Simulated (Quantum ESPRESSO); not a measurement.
# AlPt4Ir2Hf: input and log of a self-consistent run

A calculation, not a measurement. The program is pw.x of Quantum ESPRESSO 7.5 (plane-wave density functional theory). The cell is made up: eight metal atoms on a face-centred cubic lattice, with elements, volume, strain and displacements drawn at random and not relaxed, so it may be unstable or far from any real phase. PseudoDojo standard norm-conserving files set the functional (PBE unless stated); there is no spin polarisation or spin-orbit coupling, the Fermi-Dirac width of 0.25 eV means electrons at about 2900 K, and the masses in the input are unused placeholders. Heavy elements are run without spin-orbit coupling, which real alloys of them have. A spin test at this wide smearing found no moment, but such smearing suppresses magnetism that the real alloy may have.

Input:

```
&control calculation='scf', pseudo_dir='./dojo.nc.sr.pbe.v0_5.standard.upf', outdir='./o', disk_io='minimal', tprnfor=.true., tstress=.true. /
&system ibrav=0, nat=8, ntyp=4, nbnd=78, ecutwfc=84.00895049, nosym=.true., tot_charge=0,
 occupations='smearing', smearing='fd', degauss=0.0183746611
/
&electrons conv_thr=1.470e-08, electron_maxstep=70, mixing_beta=0.5 /
ATOMIC_SPECIES
Al 1.0 Al.upf
Hf 1.0 Hf.upf
Ir 1.0 Ir.upf
Pt 1.0 Pt.upf
CELL_PARAMETERS angstrom
2.0167 4.0334 2.0167
2.0167 -4.0334 2.0167
2.0167 0.0 -6.0501
ATOMIC_POSITIONS angstrom
Al 0.0211 0.0112 0.0364
Pt 2.0116 -2.0249 0.0563
Pt 1.9585 0.0017 -2.0781
Pt 4.0399 -1.9667 -1.9748
Ir 2.0455 0.0854 1.9992
Hf 2.0119 2.0595 0.027
Pt 4.0412 -0.0593 -0.0882
Ir 4.0691 1.9506 -2.0387
K_POINTS automatic
6 6 4 1 1 1
```

The log is shortened where brackets say so; the opening notice, blank lines, dates and the lines on written files are dropped, and the path of the files is cut. It prints rydbergs, bohrs and kilobars, and counts compression as positive stress. Its total energy is the free energy E - TS of the whole cell.

```
     Program PWSCF v.7.5
     Parallel version (MPI & OpenMP), running on       4 processor cores
     Number of MPI processes:                 4
     Threads/MPI process:                     1
     [start-up lines left out]
     bravais-lattice index     =            0
     lattice parameter (alat)  =       9.3350  a.u.
     unit-cell volume          =     885.6059 (a.u.)^3
     number of atoms/cell      =            8
     number of atomic types    =            4
     number of electrons       =       121.00
     number of Kohn-Sham states=           78
     kinetic-energy cutoff     =      84.0090  Ry
     charge density cutoff     =     336.0358  Ry
     scf convergence threshold =      1.5E-08
     mixing beta               =       0.5000
     number of iterations used =            8  plain     mixing
     Exchange-correlation= PBE
                           (   1   4   3   4   0   0   0)
     [axes and pseudopotential details left out]
   Cartesian axes
     site n.     atom                  positions (alat units)
         1        Al     tau(   1) = (   0.0042714   0.0022673   0.0073686  )
         2        Pt     tau(   2) = (   0.4072159  -0.4099082   0.0113970  )
         3        Pt     tau(   3) = (   0.3964666   0.0003441  -0.4206777  )
         4        Pt     tau(   4) = (   0.8178124  -0.3981266  -0.3997663  )
         5        Ir     tau(   5) = (   0.4140784   0.0172878   0.4047057  )
         6        Hf     tau(   6) = (   0.4072766   0.4169125   0.0054657  )
         7        Pt     tau(   7) = (   0.8180756  -0.0120043  -0.0178547  )
         8        Ir     tau(   8) = (   0.8237235   0.3948674  -0.4127018  )
     number of k points=    72  Fermi-Dirac smearing, width (Ry)=  0.0184
                       cart. coord. in units 2pi/alat
        k(    1) = (   0.2296397   0.0000000  -0.0255155), wk =   0.0277778
        k(    2) = (   0.3827328   0.0000000  -0.1786086), wk =   0.0277778
     [further k points left out]
     Dense  grid:    92181 G-vectors     FFT dimensions: (  60,  60,  72)
     Estimated max dynamical RAM per process >     437.83 MB
     Estimated total dynamical RAM >       1.64 GB
     Initial potential from superposition of free atoms
     starting charge     120.9948, renormalised to     121.0000
     Starting wfcs are   74 randomized atomic wfcs +    4 random wfcs
     total cpu time spent up to now is       13.1 secs
     per-process dynamical memory:   363.0 Mb
     Self-consistent Calculation
     iteration #  1     ecut=    84.01 Ry     beta= 0.50
     Davidson diagonalization with overlap
     ethr =  1.00E-02,  avg # of iterations =  3.0
     total cpu time spent up to now is       50.7 secs
     total energy              =   -1621.38526154 Ry
     estimated scf accuracy    <       3.10627786 Ry
     iteration #  2     ecut=    84.01 Ry     beta= 0.50
     Davidson diagonalization with overlap
     ethr =  2.57E-03,  avg # of iterations =  2.5
     total cpu time spent up to now is       87.8 secs
     total energy              =   -1620.94806567 Ry
     estimated scf accuracy    <      23.52703027 Ry
     iteration #  3     ecut=    84.01 Ry     beta= 0.50
     Davidson diagonalization with overlap
     ethr =  2.57E-03,  avg # of iterations =  2.0
     total cpu time spent up to now is      122.8 secs
     total energy              =   -1623.02363420 Ry
     estimated scf accuracy    <       1.21644754 Ry
     iteration #  4     ecut=    84.01 Ry     beta= 0.50
     Davidson diagonalization with overlap
     ethr =  1.01E-03,  avg # of iterations =  1.1
     total cpu time spent up to now is      151.6 secs
     total energy              =   -1623.13563393 Ry
     estimated scf accuracy    <       0.09684646 Ry
     iteration #  5     ecut=    84.01 Ry     beta= 0.50
     Davidson diagonalization with overlap
     ethr =  8.00E-05,  avg # of iterations =  3.3
     total cpu time spent up to now is      186.3 secs
     total energy              =   -1623.13883957 Ry
     estimated scf accuracy    <       0.10807102 Ry
     [iterations 6 to 11 left out]
     iteration # 12     ecut=    84.01 Ry     beta= 0.50
     Davidson diagonalization with overlap
     ethr =  3.08E-09,  avg # of iterations =  2.3
     total cpu time spent up to now is      420.4 secs
     total energy              =   -1623.15390293 Ry
     estimated scf accuracy    <       0.00000623 Ry
     iteration # 13     ecut=    84.01 Ry     beta= 0.50
     Davidson diagonalization with overlap
     ethr =  3.08E-09,  avg # of iterations =  1.9
     total cpu time spent up to now is      450.9 secs
     total energy              =   -1623.15390371 Ry
     estimated scf accuracy    <       0.00000023 Ry
     iteration # 14     ecut=    84.01 Ry     beta= 0.50
     Davidson diagonalization with overlap
     ethr =  1.91E-10,  avg # of iterations =  2.4
     total cpu time spent up to now is      486.4 secs
     total energy              =   -1623.15390373 Ry
     estimated scf accuracy    <       0.00000007 Ry
     iteration # 15     ecut=    84.01 Ry     beta= 0.50
     Davidson diagonalization with overlap
     ethr =  6.04E-11,  avg # of iterations =  2.1
     total cpu time spent up to now is      519.4 secs
     total energy              =   -1623.15390374 Ry
     estimated scf accuracy    <       0.00000009 Ry
     iteration # 16     ecut=    84.01 Ry     beta= 0.50
     Davidson diagonalization with overlap
     ethr =  6.04E-11,  avg # of iterations =  1.1
     total cpu time spent up to now is      548.5 secs
     End of self-consistent calculation
     [lines on levels left out]
!    total energy              =   -1623.15390374 Ry
     estimated scf accuracy    <       0.00000001 Ry
     smearing contrib. (-TS)   =      -0.10094091 Ry
     internal energy E=F+TS    =   -1623.05296283 Ry
     The total energy is F=E-TS. E is the sum of the following terms:
     one-electron contribution =    -463.28378875 Ry
     hartree contribution      =     298.03324229 Ry
     xc contribution           =    -308.17490908 Ry
     ewald contribution        =   -1149.62750729 Ry
     convergence has been achieved in  16 iterations
     Forces acting on atoms (cartesian axes, Ry/au):
     atom    1 type  1   force =    -0.02777854    0.00093961    0.03415354
     atom    2 type  4   force =    -0.00762351    0.00848596   -0.00235500
     atom    3 type  4   force =     0.01150429   -0.00182505    0.01638420
     atom    4 type  4   force =     0.01544085   -0.01093621   -0.04144359
     atom    5 type  3   force =    -0.02591014   -0.02177570    0.01581838
     atom    6 type  2   force =     0.02523459   -0.01198506   -0.03614470
     atom    7 type  4   force =    -0.00466721    0.02291593    0.02251248
     atom    8 type  3   force =     0.01379968    0.01418051   -0.00892531
     Total force =     0.097785     Total SCF correction =     0.000347
     Computing stress (Cartesian axis) and pressure
          total   stress  (Ry/bohr**3)                   (kbar)     P=      -75.30
  -0.00064053   0.00008796  -0.00008251          -94.22       12.94      -12.14
   0.00008796  -0.00032173   0.00009007           12.94      -47.33       13.25
  -0.00008251   0.00009007  -0.00057330          -12.14       13.25      -84.33
     init_run     :     12.47s CPU     12.91s WALL (       1 calls)
     electrons    :    525.30s CPU    535.46s WALL (       1 calls)
     forces       :      6.16s CPU      6.19s WALL (       1 calls)
     stress       :     21.63s CPU     22.10s WALL (       1 calls)
     [timing details left out]
     PWSCF        :   9m25.72s CPU   9m36.92s WALL
     JOB DONE.
```

In other units: free energy -22084.134 eV for the cell, pressure -7.53 GPa, largest force component 1.066 eV/Å in size. The run took 579 s of wall time with four MPI processes on a shared machine (Intel Xeon, older, virtual cores), so the time is rough. A rerun of this cell at a higher cutoff and on a denser mesh moved values by no more than 0.003 eV in energy, 0.03 GPa in stress and 0.007 eV/Å in force, and a second program with other atomic files agreed on that cell to 2 % rms in force and 0.5 GPa in pressure.